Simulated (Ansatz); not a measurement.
A relaxed structure of Si2Mo is spoiled in several ways and relaxed again each time (squeezed and stretched starts keep its symmetry, which their runs cannot lower; pressure is positive under compression). All values below come from r2SCAN (plane waves to 500 eV, PAW, scalar-relativistic; Ansatz, a first-principles code).

```cif
data_Mo2Si4
_chemical_formula_sum 'Mo2 Si4'
_space_group_name_H-M_alt 'I4/mmm'
_space_group_IT_number 139
_space_group_name_Hall '-I 4 2'
_cell_length_a 3.20217
_cell_length_b 3.20217
_cell_length_c 7.81950
_cell_angle_alpha 90.000
_cell_angle_beta 90.000
_cell_angle_gamma 90.000
loop_
_atom_site_label
_atom_site_type_symbol
_atom_site_symmetry_multiplicity
_atom_site_Wyckoff_symbol
_atom_site_fract_x
_atom_site_fract_y
_atom_site_fract_z
_atom_site_occupancy
Mo1 Mo 2 a 0.00000 0.00000 0.00000 1
Si1 Si 4 e 0.00000 0.00000 0.33530 1
```
(The calculation used a cell of 3 atoms; values per cell refer to that cell.)

### Question
One start gave a first pressure of -23 GPa, a largest first force of 0.3 eV/Å and released 0.16 eV/atom. Which change was it?
(A) stretched uniformly to 115 % of its volume
(B) deformed by the Cartesian strain tensor (xx, yy, zz, yz, xz, xy) = (0.011, -0.160, 0.055, -0.010, -0.172, -0.034)

### Answer
A, stretched uniformly to 115 % of its volume. All starts:

```tsv
change	first pressure (GPa)	largest first force (eV/Å)	released (eV/atom)	moves	outcome	final group	E − E(parent) (eV/atom)
deformed by the Cartesian strain tensor (xx, yy, zz, yz, xz, xy) = (0.011, -0.160, 0.055, -0.010, -0.172, -0.034)	77	2.5	1.70	13	returns to the parent	I4/mmm	0.00
stretched uniformly to 115 % of its volume	-23	0.3	0.16	8	returns to the parent	I4/mmm	0.00
```

First-step values come from each run's starting, coarser k-mesh (9×9×12, 10×10×10). Each cell has its own k-point mesh; energy differences are given only to the digits this allows. No spin polarisation in the result.
